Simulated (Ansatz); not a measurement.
Input for Ansatz (plane-wave DFT, PAW):

```yaml
crystal:
  lattice:
    - [2.9525883347, 0.0, 0.0]
    - [-1.4762941674, 2.5570165048, 0.0]
    - [0.0, 0.0, 26.2323348405]
  atoms:
    - { symbol: Ta, position: [0.6666666667, 0.3333333333, 0.3240275809] }
    - { symbol: Ta, position: [0.3333333333, 0.6666666667, 0.415928599] }
    - { symbol: Ta, position: [0.0, 0.0, 0.5077378574] }
    - { symbol: Ta, position: [0.6666666667, 0.3333333333, 0.5991526873] }
    - { symbol: O, position: [0.9166666667, 0.8333333333, 0.675394471] }
basis:
  ecutwfc: 420
kpoints:
  mp_grid: { grid: [12, 12, 1] }
hamiltonian:
  xc: pbesol
scf:
  occupations: { method: gaussian, width: 0.1 }
output:
  forces: true
  eigenvalues: true
relax:
  adjacent_minimum: "off"
  f_tol: 0.02
  max_steps: 25
  constraints: [{ sites: [0, 1, 2, 3] }, { site: 4, fix: xy }]
efield:
  axis: 3
  dipole_correction: true
  ramp_width: 0.04
```

Launched with
```bash
ansatz run input.yaml --threads 1 --pin off --max-ram 2560MiB --backend cpu --events-out ev --progress --plain --runs-dir out
```

Method: DFT PBEsol, scalar-relativistic, plane waves, PAW (Ansatz).

From the run's log, abridged:

```
Pseudopotentials: kind: paw
Pseudopotential: Ta, paw, valence charge 13, recommended cutoff 420 eV (normal)
Pseudopotential: O, paw, valence charge 6, recommended cutoff 420 eV (normal)
Functional definition: PBEsol
Crystal: 5 atoms, lattice volume = 198.049 Å³
Basis set: ecut = 420 eV, 3807 PW (Γ), exchange–correlation on 40×40×360 points (8 copies of the dense FFT grid, shifted against one another)
Bands: 35, of which v1, the nominal top of the filled ones, is band 29 counted from 1 (28 counted from 0)
Symmetry: 2 space group operations
Space group: Cm (ITA 8), of the structure as read, at distance tolerance 5.8e-5 Å
k-points: 43 of 144 (time reversal used)
Initial density: superposition of atomic densities (neutral atoms: chi_scale 0, normalization atom), corrected by the library's trained network
Initial wavefunctions: pseudopotential atomic-orbital guess
Functional: x = pbesol(κ = 0.804, μ = 0.12345679), c = pbesol(β = 0.046)
SCF iter   1: F=—  HF=-39781.724049 eV  |F-HF|=—  |Δ(HF+E_count)|=         —  Δρ=1.08e-2  dr2=8.38e0  ethr=1.77e-3  p=-0.172 e·Å  D=-1.57e-1 V/Å  ΔV_dip=4.11 eV  dr2_dipole=3.24e0  V_vac-E_F(+/−)=9.40/5.29 eV  ⟨swp⟩=9.0  Hψ=7941  notcnv=0
efield: sawtooth ramp at fractional position 0.9797 (placed from the atoms, in the widest stretch of the axis that holds none; the zero of the levels goes with the place), width 0.0400; the density the first Hamiltonian is built on has a dipole p = -0.172 e·Å; the dipole correction subtracts the counter field D = -1.57e-1 V/Å, which shifts the + side's vacuum level by +4.11 eV against the − side's; the planar-averaged density in the ramp window peaks in size at 2.0e-5 e/Å³
SCF iter   2: F=—  HF=-39781.623538 eV  |F-HF|=—  |Δ(HF+E_count)|=   1.01e-1  Δρ=4.99e-3  dr2=8.65e-2  ethr=1.77e-3  p=-0.170 e·Å  D=-1.55e-1 V/Å  ΔV_dip=4.08 eV  dr2_dipole=1.21e-2  V_vac-E_F(+/−)=8.89/4.82 eV  ⟨swp⟩=2.0  Hψ=2055  notcnv=0  defer=25
SCF iter   3: F=—  HF=-39781.621422 eV  |F-HF|=—  |Δ(HF+E_count)|=   2.12e-3  Δρ=3.36e-3  dr2=5.64e-2  ethr=1.49e-4  p=-0.177 e·Å  D=-1.61e-1 V/Å  ΔV_dip=4.24 eV  dr2_dipole=5.67e-3  V_vac-E_F(+/−)=9.03/4.79 eV  ⟨swp⟩=2.4  Hψ=2363  notcnv=0  defer=28
SCF iter   4: F=—  HF=-39781.619477 eV  |F-HF|=—  |Δ(HF+E_count)|=   1.94e-3  Δρ=3.45e-4  dr2=2.30e-4  ethr=9.73e-5  p=-0.176 e·Å  D=-1.60e-1 V/Å  ΔV_dip=4.21 eV  dr2_dipole=2.40e-5  V_vac-E_F(+/−)=8.98/4.77 eV  ⟨swp⟩=2.0  Hψ=1627  notcnv=0  defer=28
SCF iter   5: F=—  HF=-39781.619728 eV  |F-HF|=—  |Δ(HF+E_count)|=   2.51e-4  Δρ=1.25e-4  dr2=8.77e-5  ethr=3.96e-7  p=-0.177 e·Å  D=-1.61e-1 V/Å  ΔV_dip=4.23 eV  dr2_dipole=1.38e-5  V_vac-E_F(+/−)=8.98/4.75 eV  ⟨swp⟩=3.1  Hψ=3134  notcnv=0  defer=24
SCF iter   6: F=-39781.619717 eV  HF=-39781.619722 eV  |F-HF|=5.03e-6  |Δ(HF+E_count)|=   6.21e-6  Δρ=4.34e-5  dr2=8.56e-6  ethr=1.72e-8  p=-0.177 e·Å  D=-1.62e-1 V/Å  ΔV_dip=4.24 eV  dr2_dipole=1.82e-6  V_vac-E_F(+/−)=8.98/4.74 eV  ⟨swp⟩=12.2  Hψ=9049  notcnv=0
SCF iter   7: F=-39781.619722 eV  HF=-39781.619723 eV  |F-HF|=5.00e-7  |Δ(HF+E_count)|=   1.15e-6  Δρ=1.58e-5  dr2=1.57e-6  ethr=1.48e-8  p=-0.177 e·Å  D=-1.62e-1 V/Å  ΔV_dip=4.24 eV  dr2_dipole=3.90e-9  V_vac-E_F(+/−)=8.98/4.74 eV  ⟨swp⟩=4.0  Hψ=6320  notcnv=0
SCF 1 converged in 7 iterations: F = -39781.619722 eV  dr2 = 1.57e-6
relax step   1: F+E_penalty+E_count = -39781.61972247 eV  Δ(F+E_penalty+E_count) = +0.000e0 eV  max|allowed force component| = 5.902e0 eV/Å  Δτ_max = 0.0000 Å  (7 SCF iters, dr2 threshold 1.00e-5 eV, accepted)
Initial density: handed on by an earlier stage of this run
Initial wavefunctions: those handed on with the density
SCF iter   1: F=—  HF=-39782.904046 eV  |F-HF|=—  |Δ(HF+E_count)|=         —  Δρ=1.95e-2  dr2=2.10e0  ethr=3.10e-3  p=-0.177 e·Å  D=-1.62e-1 V/Å  ΔV_dip=4.24 eV  dr2_dipole=7.94e-1  V_vac-E_F(+/−)=9.02/4.77 eV  ⟨swp⟩=3.8  Hψ=3371  notcnv=0  defer=29
efield: sawtooth ramp at fractional position 0.9797 (handed on by an earlier solve), width 0.0400; the density the first Hamiltonian is built on has a dipole p = -0.177 e·Å; the dipole correction subtracts the counter field D = -1.62e-1 V/Å, which shifts the + side's vacuum level by +4.24 eV against the − side's; the planar-averaged density in the ramp window peaks in size at 1.4e-5 e/Å³
SCF iter   2: F=—  HF=-39782.849210 eV  |F-HF|=—  |Δ(HF+E_count)|=   5.48e-2  Δρ=1.41e-2  dr2=1.13e0  ethr=3.10e-3  p=-0.174 e·Å  D=-1.59e-1 V/Å  ΔV_dip=4.16 eV  dr2_dipole=3.26e-1  V_vac-E_F(+/−)=8.89/4.73 eV  ⟨swp⟩=2.0  Hψ=2208  notcnv=0  defer=34
SCF iter   3: F=—  HF=-39782.823527 eV  |F-HF|=—  |Δ(HF+E_count)|=   2.57e-2  Δρ=3.89e-3  dr2=6.47e-2  ethr=1.94e-3  p=-0.172 e·Å  D=-1.58e-1 V/Å  ΔV_dip=4.13 eV  dr2_dipole=1.33e-2  V_vac-E_F(+/−)=8.88/4.74 eV  ⟨swp⟩=2.0  Hψ=2016  notcnv=0  defer=34
SCF iter   4: F=—  HF=-39782.817599 eV  |F-HF|=—  |Δ(HF+E_count)|=   5.93e-3  Δρ=6.23e-4  dr2=6.56e-4  ethr=1.11e-4  p=-0.171 e·Å  D=-1.56e-1 V/Å  ΔV_dip=4.09 eV  dr2_dipole=9.22e-5  V_vac-E_F(+/−)=8.83/4.74 eV  ⟨swp⟩=2.3  Hψ=2244  notcnv=0  defer=33
SCF iter   5: F=—  HF=-39782.817330 eV  |F-HF|=—  |Δ(HF+E_count)|=   2.69e-4  Δρ=2.04e-4  dr2=1.75e-4  ethr=1.13e-6  p=-0.171 e·Å  D=-1.57e-1 V/Å  ΔV_dip=4.11 eV  dr2_dipole=2.34e-5  V_vac-E_F(+/−)=8.84/4.74 eV  ⟨swp⟩=3.0  Hψ=2627  notcnv=0  defer=33
SCF iter   6: F=—  HF=-39782.817342 eV  |F-HF|=—  |Δ(HF+E_count)|=   1.22e-5  Δρ=1.30e-4  dr2=6.90e-5  ethr=1.72e-7  p=-0.171 e·Å  D=-1.56e-1 V/Å  ΔV_dip=4.10 eV  dr2_dipole=1.07e-5  V_vac-E_F(+/−)=8.84/4.74 eV  ⟨swp⟩=12.3  Hψ=7642  notcnv=0
SCF iter   7: F=-39782.817330 eV  HF=-39782.817345 eV  |F-HF|=1.45e-5  |Δ(HF+E_count)|=   2.97e-6  Δρ=7.22e-5  dr2=1.54e-5  ethr=1.19e-7  p=-0.171 e·Å  D=-1.56e-1 V/Å  ΔV_dip=4.10 eV  dr2_dipole=1.28e-6  V_vac-E_F(+/−)=8.83/4.74 eV  ⟨swp⟩=5.8  Hψ=5431  notcnv=0
SCF 2 converged in 7 iterations: F = -39782.817330 eV  dr2 = 1.54e-5
relax step   2: F+E_penalty+E_count = -39782.81733039 eV  Δ(F+E_penalty+E_count) = -1.198e0 eV  max|allowed force component| = 6.241e0 eV/Å  Δτ_max = 0.1950 Å  (7 SCF iters, dr2 threshold 1.00e-4 eV, accepted)
SCF iter   1: F=—  HF=-39784.020965 eV  |F-HF|=—  |Δ(HF+E_count)|=         —  Δρ=1.45e-2  dr2=3.25e-1  ethr=4.83e-4  p=-0.171 e·Å  D=-1.56e-1 V/Å  ΔV_dip=4.10 eV  dr2_dipole=5.04e-2  V_vac-E_F(+/−)=8.85/4.75 eV  ⟨swp⟩=2.0  Hψ=5880  notcnv=0  defer=34
efield: sawtooth ramp at fractional position 0.9797 (handed on by an earlier solve), width 0.0400; the density the first Hamiltonian is built on has a dipole p = -0.171 e·Å; the dipole correction subtracts the counter field D = -1.56e-1 V/Å, which shifts the + side's vacuum level by +4.10 eV against the − side's; the planar-averaged density in the ramp window peaks in size at 1.1e-5 e/Å³
SCF iter   2: F=—  HF=-39783.989545 eV  |F-HF|=—  |Δ(HF+E_count)|=   3.14e-2  Δρ=7.64e-3  dr2=1.19e-1  ethr=1.93e-4  p=-0.139 e·Å  D=-1.27e-1 V/Å  ΔV_dip=3.33 eV  dr2_dipole=1.49e-2  V_vac-E_F(+/−)=8.07/4.74 eV  ⟨swp⟩=3.1  Hψ=2881  notcnv=0  defer=34
SCF iter   3: F=—  HF=-39783.977462 eV  |F-HF|=—  |Δ(HF+E_count)|=   1.21e-2  Δρ=1.20e-3  dr2=4.12e-3  ethr=7.07e-5  p=-0.150 e·Å  D=-1.37e-1 V/Å  ΔV_dip=3.60 eV  dr2_dipole=2.93e-6  V_vac-E_F(+/−)=8.34/4.74 eV  ⟨swp⟩=3.0  Hψ=2625  notcnv=0  defer=36
   ...
efield: sawtooth ramp at fractional position 0.9797 (handed on by an earlier solve), width 0.0400; the density the first Hamiltonian is built on has a dipole p = -0.150 e·Å; the dipole correction subtracts the counter field D = -1.37e-1 V/Å, which shifts the + side's vacuum level by +3.61 eV against the − side's; the planar-averaged density in the ramp window peaks in size at 1.2e-5 e/Å³
SCF iter   2: F=—  HF=-39784.837624 eV  |F-HF|=—  |Δ(HF+E_count)|=   3.48e-2  Δρ=6.54e-3  dr2=5.75e-2  ethr=3.89e-4  p=-0.092 e·Å  D=-8.40e-2 V/Å  ΔV_dip=2.20 eV  dr2_dipole=4.47e-6  V_vac-E_F(+/−)=6.95/4.74 eV  ⟨swp⟩=3.0  Hψ=2671  notcnv=0  defer=37
SCF iter   3: F=—  HF=-39784.820611 eV  |F-HF|=—  |Δ(HF+E_count)|=   1.70e-2  Δρ=1.32e-3  dr2=3.46e-3  ethr=9.91e-5  p=-0.114 e·Å  D=-1.04e-1 V/Å  ΔV_dip=2.72 eV  dr2_dipole=3.27e-4  V_vac-E_F(+/−)=7.47/4.74 eV  ⟨swp⟩=3.0  Hψ=2451  notcnv=0  defer=40
SCF iter   4: F=—  HF=-39784.819900 eV  |F-HF|=—  |Δ(HF+E_count)|=   7.11e-4  Δρ=1.36e-4  dr2=5.87e-5  ethr=5.96e-6  p=-0.112 e·Å  D=-1.03e-1 V/Å  ΔV_dip=2.70 eV  dr2_dipole=1.14e-5  V_vac-E_F(+/−)=7.44/4.74 eV  ⟨swp⟩=3.0  Hψ=2543  notcnv=0  defer=40
SCF iter   5: F=-39784.819887 eV  HF=-39784.819889 eV  |F-HF|=2.40e-6  |Δ(HF+E_count)|=   1.07e-5  Δρ=4.33e-5  dr2=5.65e-6  ethr=1.01e-7  p=-0.112 e·Å  D=-1.02e-1 V/Å  ΔV_dip=2.69 eV  dr2_dipole=1.08e-6  V_vac-E_F(+/−)=7.43/4.74 eV  ⟨swp⟩=15.1  Hψ=8422  notcnv=0
SCF 4 converged in 5 iterations: F = -39784.819887 eV  dr2 = 5.65e-6
relax step   4: F+E_penalty+E_count = -39784.81988680 eV  Δ(F+E_penalty+E_count) = -8.429e-1 eV  max|allowed force component| = 2.923e0 eV/Å  Δτ_max = 0.1950 Å  (5 SCF iters, dr2 threshold 1.00e-4 eV, accepted)
SCF iter   1: F=—  HF=-39785.080482 eV  |F-HF|=—  |Δ(HF+E_count)|=         —  Δρ=1.12e-2  dr2=7.29e-1  ethr=1.50e-3  p=-0.112 e·Å  D=-1.02e-1 V/Å  ΔV_dip=2.69 eV  dr2_dipole=3.00e-1  V_vac-E_F(+/−)=7.41/4.73 eV  ⟨swp⟩=1.5  Hψ=6226  notcnv=0  defer=35
efield: sawtooth ramp at fractional position 0.9797 (handed on by an earlier solve), width 0.0400; the density the first Hamiltonian is built on has a dipole p = -0.112 e·Å; the dipole correction subtracts the counter field D = -1.02e-1 V/Å, which shifts the + side's vacuum level by +2.69 eV against the − side's; the planar-averaged density in the ramp window peaks in size at 1.4e-5 e/Å³
SCF iter   2: F=—  HF=-39785.010920 eV  |F-HF|=—  |Δ(HF+E_count)|=   6.96e-2  Δρ=7.22e-3  dr2=9.68e-2  ethr=1.26e-3  p=-0.028 e·Å  D=-2.55e-2 V/Å  ΔV_dip=0.67 eV  dr2_dipole=1.43e-4  V_vac-E_F(+/−)=5.41/4.74 eV  ⟨swp⟩=2.8  Hψ=2442  notcnv=0  defer=36
SCF iter   3: F=—  HF=-39784.984888 eV  |F-HF|=—  |Δ(HF+E_count)|=   2.60e-2  Δρ=2.12e-3  dr2=8.29e-3  ethr=1.67e-4  p=-0.058 e·Å  D=-5.30e-2 V/Å  ΔV_dip=1.39 eV  dr2_dipole=1.27e-3  V_vac-E_F(+/−)=6.13/4.74 eV  ⟨swp⟩=3.0  Hψ=2780  notcnv=0  defer=37
SCF iter   4: F=—  HF=-39784.982968 eV  |F-HF|=—  |Δ(HF+E_count)|=   1.92e-3  Δρ=1.93e-4  dr2=8.56e-5  ethr=1.43e-5  p=-0.054 e·Å  D=-4.95e-2 V/Å  ΔV_dip=1.30 eV  dr2_dipole=4.24e-6  V_vac-E_F(+/−)=6.04/4.74 eV  ⟨swp⟩=2.7  Hψ=2299  notcnv=0  defer=37
SCF iter   5: F=-39784.982954 eV  HF=-39784.982954 eV  |F-HF|=5.93e-7  |Δ(HF+E_count)|=   1.47e-5  Δρ=6.88e-5  dr2=9.25e-6  ethr=1.48e-7  p=-0.054 e·Å  D=-4.90e-2 V/Å  ΔV_dip=1.29 eV  dr2_dipole=8.41e-7  V_vac-E_F(+/−)=6.02/4.74 eV  ⟨swp⟩=16.1  Hψ=8649  notcnv=0
SCF 5 converged in 5 iterations: F = -39784.982954 eV  dr2 = 9.25e-6
relax step   5: F+E_penalty+E_count = -39784.98295428 eV  Δ(F+E_penalty+E_count) = -1.631e-1 eV  max|allowed force component| = 1.622e0 eV/Å  Δτ_max = 0.1975 Å  (5 SCF iters, dr2 threshold 1.00e-4 eV, accepted)
SCF iter   1: F=—  HF=-39785.045112 eV  |F-HF|=—  |Δ(HF+E_count)|=         —  Δρ=3.69e-3  dr2=1.40e-1  ethr=1.24e-3  p=-0.054 e·Å  D=-4.90e-2 V/Å  ΔV_dip=1.29 eV  dr2_dipole=6.02e-2  V_vac-E_F(+/−)=6.03/4.75 eV  ⟨swp⟩=3.0  Hψ=3107  notcnv=0  defer=36
efield: sawtooth ramp at fractional position 0.9797 (handed on by an earlier solve), width 0.0400; the density the first Hamiltonian is built on has a dipole p = -0.054 e·Å; the dipole correction subtracts the counter field D = -4.90e-2 V/Å, which shifts the + side's vacuum level by +1.29 eV against the − side's; the planar-averaged density in the ramp window peaks in size at 1.2e-5 e/Å³
SCF iter   2: F=—  HF=-39785.033938 eV  |F-HF|=—  |Δ(HF+E_count)|=   1.12e-2  Δρ=1.97e-3  dr2=1.20e-2  ethr=2.41e-4  p=-0.082 e·Å  D=-7.51e-2 V/Å  ΔV_dip=1.97 eV  dr2_dipole=6.31e-6  V_vac-E_F(+/−)=6.71/4.74 eV  ⟨swp⟩=2.0  Hψ=2486  notcnv=0  defer=37
SCF iter   3: F=—  HF=-39785.031560 eV  |F-HF|=—  |Δ(HF+E_count)|=   2.38e-3  Δρ=7.09e-4  dr2=9.81e-4  ethr=2.06e-5  p=-0.072 e·Å  D=-6.58e-2 V/Å  ΔV_dip=1.73 eV  dr2_dipole=2.05e-4  V_vac-E_F(+/−)=6.46/4.74 eV  ⟨swp⟩=3.0  Hψ=2633  notcnv=0  defer=37
SCF iter   4: F=—  HF=-39785.031294 eV  |F-HF|=—  |Δ(HF+E_count)|=   2.66e-4  Δρ=8.77e-5  dr2=3.74e-5  ethr=1.69e-6  p=-0.074 e·Å  D=-6.74e-2 V/Å  ΔV_dip=1.77 eV  dr2_dipole=1.35e-5  V_vac-E_F(+/−)=6.51/4.74 eV  ⟨swp⟩=2.8  Hψ=2562  notcnv=0  defer=37
SCF iter   5: F=-39785.031289 eV  HF=-39785.031290 eV  |F-HF|=1.20e-6  |Δ(HF+E_count)|=   3.68e-6  Δρ=2.27e-5  dr2=2.25e-6  ethr=6.45e-8  p=-0.074 e·Å  D=-6.76e-2 V/Å  ΔV_dip=1.77 eV  dr2_dipole=7.21e-7  V_vac-E_F(+/−)=6.51/4.74 eV  ⟨swp⟩=12.5  Hψ=7357  notcnv=0
SCF 6 converged in 5 iterations: F = -39785.031289 eV  dr2 = 2.25e-6
relax step   6: F+E_penalty+E_count = -39785.03128927 eV  Δ(F+E_penalty+E_count) = -4.833e-2 eV  max|allowed force component| = 2.879e-2 eV/Å  Δτ_max = 0.0620 Å  (5 SCF iters, dr2 threshold 1.00e-4 eV, accepted)
SCF iter   1: F=—  HF=-39785.031273 eV  |F-HF|=—  |Δ(HF+E_count)|=         —  Δρ=2.28e-5  dr2=2.24e-6  ethr=3.86e-9  p=-0.074 e·Å  D=-6.76e-2 V/Å  ΔV_dip=1.77 eV  dr2_dipole=7.10e-7  V_vac-E_F(+/−)=6.51/4.74 eV  ⟨swp⟩=1.0  Hψ=4042  notcnv=0
efield: sawtooth ramp at fractional position 0.9797 (handed on by an earlier solve), width 0.0400; the density the first Hamiltonian is built on has a dipole p = -0.074 e·Å; the dipole correction subtracts the counter field D = -6.76e-2 V/Å, which shifts the + side's vacuum level by +1.77 eV against the − side's; the planar-averaged density in the ramp window peaks in size at 1.2e-5 e/Å³
SCF iter   2: F=—  HF=-39785.031292 eV  |F-HF|=—  |Δ(HF+E_count)|=   1.90e-5  Δρ=1.37e-5  dr2=3.47e-7  ethr=3.86e-9  p=-0.074 e·Å  D=-6.76e-2 V/Å  ΔV_dip=1.77 eV  dr2_dipole=2.55e-8  V_vac-E_F(+/−)=6.51/4.74 eV  ⟨swp⟩=2.0  Hψ=1982  notcnv=0
SCF iter   3: F=—  HF=-39785.031292 eV  |F-HF|=—  |Δ(HF+E_count)|=   2.04e-8  Δρ=6.93e-6  dr2=1.01e-7  ethr=1.72e-10  p=-0.074 e·Å  D=-6.76e-2 V/Å  ΔV_dip=1.77 eV  dr2_dipole=5.64e-9  V_vac-E_F(+/−)=6.51/4.74 eV  ⟨swp⟩=6.9  Hψ=6548  notcnv=0
SCF iter   4: F=-39785.031292 eV  HF=-39785.031292 eV  |F-HF|=4.21e-9  |Δ(HF+E_count)|=   4.42e-8  Δρ=6.48e-7  dr2=6.83e-10  ethr=1.72e-10  p=-0.074 e·Å  D=-6.76e-2 V/Å  ΔV_dip=1.77 eV  dr2_dipole=8.92e-11  V_vac-E_F(+/−)=6.51/4.74 eV  ⟨swp⟩=5.8  Hψ=5823  notcnv=0
SCF 7 converged in 4 iterations: F = -39785.031292 eV  dr2 = 6.83e-10
relax step   7: F+E_penalty+E_count = -39785.03129172 eV  Δ(F+E_penalty+E_count) = -2.452e-6 eV  max|allowed force component| = 2.958e-2 eV/Å  Δτ_max = 0.0000 Å  (4 SCF iters, accepted)
SCF iter   1: F=—  HF=-39785.031239 eV  |F-HF|=—  |Δ(HF+E_count)|=         —  Δρ=7.02e-5  dr2=4.63e-5  ethr=9.08e-7  p=-0.074 e·Å  D=-6.76e-2 V/Å  ΔV_dip=1.77 eV  dr2_dipole=2.02e-5  V_vac-E_F(+/−)=6.51/4.74 eV  ⟨swp⟩=2.0  Hψ=2378  notcnv=0
efield: sawtooth ramp at fractional position 0.9797 (handed on by an earlier solve), width 0.0400; the density the first Hamiltonian is built on has a dipole p = -0.074 e·Å; the dipole correction subtracts the counter field D = -6.76e-2 V/Å, which shifts the + side's vacuum level by +1.77 eV against the − side's; the planar-averaged density in the ramp window peaks in size at 1.2e-5 e/Å³
SCF iter   2: F=—  HF=-39785.031309 eV  |F-HF|=—  |Δ(HF+E_count)|=   7.04e-5  Δρ=4.21e-5  dr2=4.17e-6  ethr=7.98e-8  p=-0.073 e·Å  D=-6.71e-2 V/Å  ΔV_dip=1.76 eV  dr2_dipole=8.98e-9  V_vac-E_F(+/−)=6.50/4.74 eV  ⟨swp⟩=2.3  Hψ=2327  notcnv=0
SCF iter   3: F=—  HF=-39785.031309 eV  |F-HF|=—  |Δ(HF+E_count)|=   1.49e-7  Δρ=1.35e-5  dr2=3.18e-7  ethr=7.19e-9  p=-0.074 e·Å  D=-6.73e-2 V/Å  ΔV_dip=1.76 eV  dr2_dipole=5.26e-8  V_vac-E_F(+/−)=6.50/4.74 eV  ⟨swp⟩=3.0  Hψ=2646  notcnv=0
SCF iter   4: F=-39785.031309 eV  HF=-39785.031309 eV  |F-HF|=2.15e-8  |Δ(HF+E_count)|=   8.02e-8  Δρ=1.31e-6  dr2=6.79e-9  ethr=1.72e-10  p=-0.074 e·Å  D=-6.73e-2 V/Å  ΔV_dip=1.76 eV  dr2_dipole=2.25e-9  V_vac-E_F(+/−)=6.50/4.74 eV  ⟨swp⟩=8.7  Hψ=7186  notcnv=0
SCF 8 converged in 4 iterations: F = -39785.031309 eV  dr2 = 6.79e-9
relax step   8: F+E_penalty+E_count = -39785.03130917 eV  Δ(F+E_penalty+E_count) = -1.745e-5 eV  max|allowed force component| = 4.612e-4 eV/Å  Δτ_max = 0.0012 Å  (4 SCF iters, accepted)
SCF converged after 4 iterations
Free energy (F): -39785.031309 eV
Harris-Foulkes:  -39785.031309 eV  (|F-HF|=2.15e-8)
Internal energy: -39785.002221 eV  (E = F + TS)
E sigma→0 (E₀):  -39785.016765 eV
Entropy (-TS):   -0.029088 eV (-5.818 meV/atom)
Fermi energy:    3.811871 eV
Dipole field:    D = -0.067188 V/Å  (p = -0.073537 e·Å, saw-weighted, corrected)
Work function:   Φ+ = 6.5026 eV   Φ− = 4.7401 eV
Levels:          The Fermi level and band energies are counted from a zero that moves with the ramp; work functions are not
--- Per-component energies (eV) ---
  E_band       = -1247.705551
  E_kinetic    = 1634.912598
  E_local      = -67403.017612  (includes V_loc(G=0)·N_el)
  E_nonlocal   = 117.635186
  E_hartree    = 32902.266490
  E_xc         = -937.857062
  E_vxc        = -904.756390  (∫ρ·V_xc dr)
  E_paw        = -33241.717373  (= ΣΔE_a)
  E_vpaw       = -495.098736  (= ΣTr[D̂ρ^β])
  E_aug_tail   = 0.003061  (compensation charges beyond the density's cutoff)
  E_efield     = 0.002470  (sawtooth field / dipole correction)
  E_vefield    = -1.910817  (∫n·V_field dr)
  E_ewald      = 27141.880147
  E_core_change = 0.889874  (= ΣΔE_core)
  E_smearing   = -0.029088  (= −TS)
--- Forces (eV/Å), atoms counted from 1 ---
  atom   1  Ta     0.00000000     0.03324677     0.02511130
  atom   2  Ta     0.00000000    -0.01308840    -0.16082358
  atom   3  Ta     0.00000000     0.11199143    -0.16676014
  atom   4  Ta     0.00000000    -3.12171604     0.30197565
  atom   5  O      0.00000000     2.98957106     0.00046118
--- Band table (eV; the first three rows and the last of 43) ---
  k-point 0: bands = ["-64.2361", "-63.8610", "-63.6711", "-63.5971", "-31.1119", "-30.7100", "-30.4968", "-30.3429", "-30.2732", "-29.8836", "-29.8827", "-29.8339", "-29.7664", "-29.7583", "-29.6857", "-29.6690", "-15.1143", "-3.9851", "-3.0480", "-2.2038", "-1.2101", "-0.7268", "-0.3204", "1.5380", "3.2163", "3.6381", "4.0370", "4.1503", "4.1755", "4.2487", "4.3902", "4.5256", "4.6040", "4.6290", "4.7543"]
  k-point 1: bands = ["-64.2312", "-63.8563", "-63.6662", "-63.5931", "-31.1019", "-30.6984", "-30.5594", "-30.3582", "-30.2735", "-29.9456", "-29.8980", "-29.8557", "-29.7925", "-29.7812", "-29.7239", "-29.6970", "-15.0755", "-3.7547", "-2.8434", "-2.0166", "-1.0650", "-0.7466", "-0.2705", "1.6230", "3.0731", "3.4435", "3.6575", "3.8904", "4.1543", "4.2753", "4.3611", "4.4802", "4.5546", "4.8097", "5.0376"]
  k-point 2: bands = ["-64.2177", "-63.8436", "-63.6529", "-63.5824", "-31.0933", "-30.7321", "-30.6396", "-30.3998", "-30.2922", "-30.0975", "-29.9854", "-29.9394", "-29.8725", "-29.8210", "-29.8113", "-29.7281", "-14.9785", "-3.1425", "-2.3269", "-1.7140", "-0.9049", "-0.1664", "-0.1611", "1.5964", "2.5084", "2.9315", "3.0706", "3.3661", "3.7244", "4.0543", "4.4176", "4.7957", "5.0157", "5.2788", "5.2906"]
  k-point 42: bands = ["-64.1642", "-63.7912", "-63.5970", "-63.5389", "-31.1388", "-31.0470", "-30.7394", "-30.6243", "-30.5789", "-30.4444", "-30.3532", "-30.2375", "-30.1339", "-30.0548", "-30.0086", "-29.8789", "-14.6118", "-2.3526", "-1.5489", "-0.7696", "0.3368", "0.6291", "1.1786", "1.7283", "1.8611", "2.2657", "2.5350", "2.9274", "3.0657", "3.3119", "4.0999", "4.9255", "5.7248", "6.3287", "6.8834"]
--- Relaxed structure (8 steps of the walk, 8 accepted, 0 SCFs on fresh bases) ---
  F+E_penalty+E_count = -39785.03130917 eV   max|allowed force component| = 4.612e-4 eV/Å
  atoms:
    - { symbol: Ta, position: [0.66666666665, 0.33333333, 0.32402758] }
    - { symbol: Ta, position: [0.33333333, 0.66666666, 0.415928599] }
    - { symbol: Ta, position: [0.0, 0.0, 0.5077378574] }
    - { symbol: Ta, position: [0.66666666665, 0.33333333, 0.5991526873] }
    - { symbol: O, position: [0.91666666, 0.83333333, 0.64788012] }
```

The relaxation met its thresholds.

Time: 3.1 min on 1 thread of Intel(R) Xeon(R) Processor @ 2.70GHz, with other jobs on the host, peak memory 0.56 GiB.

Spin–orbit coupling is left out, which can shift energies with elements as heavy as these.